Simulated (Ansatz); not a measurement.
Te2Mo:
```xyz
6
Lattice="3.5464 0.0000 0.0000 -1.7732 3.0713 0.0000 0.0000 0.0000 14.2564" Properties=species:S:1:pos:R:3 pbc="T T T"
Mo     0.0000     2.0475     3.5641
Mo     1.7732     1.0238    10.6923
Te     0.0000     2.0475     8.9002
Te     1.7732     1.0238     1.7720
Te     1.7732     1.0238     5.3562
Te     0.0000     2.0475    12.4844
```

Relaxed with r²SCAN+D4. Special points in fractions of this cell's reciprocal vectors: Γ (0.000, 0.000, 0.000); M (0.500, 0.000, 0.000); K (0.333, 0.333, 0.000); A (0.000, 0.000, 0.500); L (0.500, 0.000, 0.500); H (0.333, 0.333, 0.500).

List the band energies nearest the valence-band maximum at these points for r²SCAN+D4 in the plane-wave PAW code Ansatz.

In eV from the valence-band maximum; about four levels below and three above (degenerate sets whole), none deeper than 8.9 eV; points with the same levels are listed once.

```csv
k,below,above
Γ,-1.12 -1.12 -0.94 -0.54 0.00,2.99 2.99 3.09 3.09
M,-0.97 -0.93 -0.70 -0.49,1.32 1.37 1.59
K,-1.94 -1.94 -0.24 -0.06,1.01 1.01 1.45
A,-1.14 -1.14 -1.14 -1.14 -0.12 -0.12,3.03 3.03 3.03 3.03
L,-0.94 -0.94 -0.60 -0.60,1.35 1.35 1.73 1.73
H,-2.05 -2.05 -0.16 -0.16,1.02 1.02 1.84 1.84
```

Space group P6_3/mmc. Symmetry was held in the r²SCAN+D4 relaxation; of distortions, only those at the zone centre were tested. The run is not spin-polarised. Scalar-relativistic: spin–orbit coupling is off unless named, which matters more the heavier the elements.

Potentials: the later of the program's two PAW sets.
